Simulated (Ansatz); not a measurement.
V (bcc (W type), Im-3m) at seven volumes, PBE (plane waves, PAW; program Ansatz), scaled uniformly. One row is withheld.

```
V (Å³/atom)  P (GPa)
-----------  -------
12.241             ?
12.645         12.66
13.048          5.86
13.452         -0.01
13.855         -5.08
14.259         -9.47
14.662        -13.27
```

Question: Fit the shown pressures and predict the withheld one.

Answer: P = (3/2)B₀(x^(7/2) − x^(5/2))[1 + (3/4)(B′ − 4)(x − 1)] with x = (V₀/V)^(2/3). Least squares on the six rows gives V₀ = 13.451 Å³/atom, B₀ = 182 GPa, B′ = 3.86. At V = 12.241, x = 1.0649 and P = 20.58 GPa. The run itself gave 20.54 GPa.

The cell was relaxed with PBE under the symmetry of its start. The workflow began spin-polarised and lost its moments.

Potentials: the later of the program's two PAW sets.
